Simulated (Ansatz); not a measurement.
# SiW, first-principles data

SiW (rock salt, Fm-3m), a = 4.949 Å, b = 4.949 Å, c = 4.949 Å, α = 90.00°, β = 90.00°, γ = 90.00°; the cell used has 2 atoms.

Space group Fm-3m (No. 225), rock salt; conventional cell a = 4.949 Å, b = 4.949 Å, c = 4.949 Å, α = 90.00°, β = 90.00°, γ = 90.00°.

Method: LDA in the plane-wave PAW code Ansatz. Structure relaxed to zero pressure with the same functional. Other levels are named where they apply.

Cell and energy:

- Volume per atom: 15.15 Å³
- Density: 11.62 g/cm³
- Formation energy from the elements (no fitted shifts): 0.54 eV/atom

Electronic structure:

- Electronic character = metallic (no gap)
- Density of states at the Fermi level = 0.90 states/eV per atom (mean over ±0.08 eV)

Mechanics:

- Bulk modulus (Birch–Murnaghan fit) = 208 GPa
- Pressure derivative B′ = 4.1
- Elastic constants (relaxed ions, GPa) = C11 = 487, C12 = 69.3, C44 = -6.2
- Mechanical stability = unstable (C has a negative eigenvalue)

Phonons:

- Highest zone-centre frequency = 356 cm⁻¹
- Zone-centre stability = no imaginary mode at Γ

The cell is a constructed one: a structure type filled with these elements; neither database checked (COD, Materials Project) lists it. Its standing as an ambient phase is unchecked. The LDA relaxation kept the symmetry of its start. The run is not spin-polarised. As this level gives no gap, shear constants depend on the k-mesh and smearing (Fermi–Dirac, 0.1 eV here). As this level gives no gap, phonon frequencies hold no LO–TO term and depend on the k-mesh and smearing (Fermi–Dirac, 0.1 eV here). The references are the lowest solids computed at this level, not always the standard phases. Scalar-relativistic: spin–orbit coupling is off unless named, which matters more the heavier the elements.

Potentials: the later of the program's two PAW sets.
